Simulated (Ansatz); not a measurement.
Input and command of a plane-wave DFT calculation in Ansatz:

```yaml
crystal:
  lattice:
    - [7.1741418973, 0.0, 0.0]
    - [-3.5870709486, 6.2129891334, 0.0]
    - [0.0, 0.0, 26.0720779128]
  atoms:
    - { symbol: H, position: [0.0150561247, 0.5301122493, 0.671314446] }
    - { symbol: H, position: [-0.0447614032, 0.4104771936, 0.6662758983] }
basis:
  ecutwfc: 420
kpoints:
  mp_grid: { grid: [3, 3, 1] }
hamiltonian:
  xc: pbe
  dispersion: d3bj
scf:
  occupations: { method: gaussian, width: 0.05 }
output:
  forces: true
  eigenvalues: true
  write_density: true
  volumetric_format: npy
efield:
  axis: 3
  dipole_correction: true
  ramp_width: 0.04
```

```bash
ansatz run input.yaml --threads 4 --pin off --max-ram 10240MiB --backend cpu --events-out ev --progress --plain --runs-dir out
```

Processor: AMD EPYC 9R45 96-Core Processor (Zen 5), 4 threads, on a host shared with other jobs.

How long does it run, and how much memory does it take?

About 0.62 s on 4 threads of AMD EPYC 9R45 96-Core Processor (Zen 5), with other jobs on the host, peak memory 0.77 GiB. It solves 5 bands at 4 k points (the mesh reduced by the symmetry that the task leaves, which can be less than the crystal's) with about 22617 plane waves, in 6 SCF iterations.
